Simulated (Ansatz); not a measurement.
# AlN — experiment and calculation at the nuclei

**The experiment to reproduce.**

Zeman et al., Molecules, 2020 (PMC7037746) reports: |C_Q| of ¹⁴N 8.19 kHz; |C_Q| of ²⁷Al 1.914 MHz.

Cell of run 1: a structure deposited in the COD (the entry's cell lengths or inner coordinates differ somewhat from later room-temperature determinations), taken as it stands.

```yaml
crystal:
  lattice:
    - [3.11300, 0.00000, 0.00000]
    - [-1.55650, 2.69594, 0.00000]
    - [0.00000, 0.00000, 4.98100]
  atoms:
    - { symbol: Al, position: [0.33333, 0.66667, 0.00000] }
    - { symbol: Al, position: [0.66667, 0.33333, 0.50000] }
    - { symbol: N, position: [0.33333, 0.66667, 0.38000] }
    - { symbol: N, position: [0.66667, 0.33333, 0.88000] }
```

Atoms are numbered from 1 in the order listed; like atoms form one site, named after its first atom.

All runs are DFT with Ansatz 0.2.0 (plane waves and PAW, scalar-relativistic unless spin–orbit coupling is named, Γ-centred meshes, Fermi–Dirac smearing) in this cell.

Run 1: PBE, atoms as given; 420 eV, 11×11×6 k-points, smearing 0.02 eV.
Run 2: PBE, atoms relaxed; 420 eV, 11×11×6 k-points, smearing 0.02 eV.
Run 3: r2SCAN, at the relaxed atoms; 500 eV, 11×11×6 k-points, smearing 0.02 eV.
Run 4: LDA, at the relaxed atoms; 420 eV, 11×11×6 k-points, smearing 0.02 eV.

Relaxed positions (PBE, cell held):

```
CELL_PARAMETERS angstrom
3.11300 0.00000 0.00000
-1.55650 2.69594 0.00000
0.00000 0.00000 4.98100
ATOMIC_POSITIONS crystal
Al 0.33333 0.66667 0.99902
Al 0.66667 0.33333 0.49902
N 0.33333 0.66667 0.38098
N 0.66667 0.33333 0.88098
```

¹⁴N: I = 1, Q = 20.44 mb; ²⁷Al: I = 5/2, Q = 146.6 mb (Pyykkö 2018). C_Q = eQV_zz/h.

Problem. How well do the runs reproduce the measured values?

Solution. 

```
     quantity  unit  measured  run 1  run 2  run 3  run 4
 |C_Q| of ¹⁴N   MHz   0.00819  0.025  0.008  0.014  0.017
|C_Q| of ²⁷Al   MHz     1.914  0.901   1.72   1.74   1.70
```

The gradient behind the |C_Q| of ¹⁴N is so small (V_zz from -0.050 to -0.017 × 10²¹ V/m²) that the runs can't be ranked by it. For the |C_Q| of ²⁷Al, the closest is run 3 (-9 %), the farthest run 1 (-53 %). Runs 1 and 2 differ in the positions of the atoms alone.

The runs hold the atoms at rest, while the measurements include thermal motion.

With these PAW files V_zz is typically within 2 to 3 % of all-electron values, but misses above 10 % occur on Al. Run 1: The values hang on the deposited positions: relaxing the atoms moves V_zz on Al from 0.25 to 0.48.
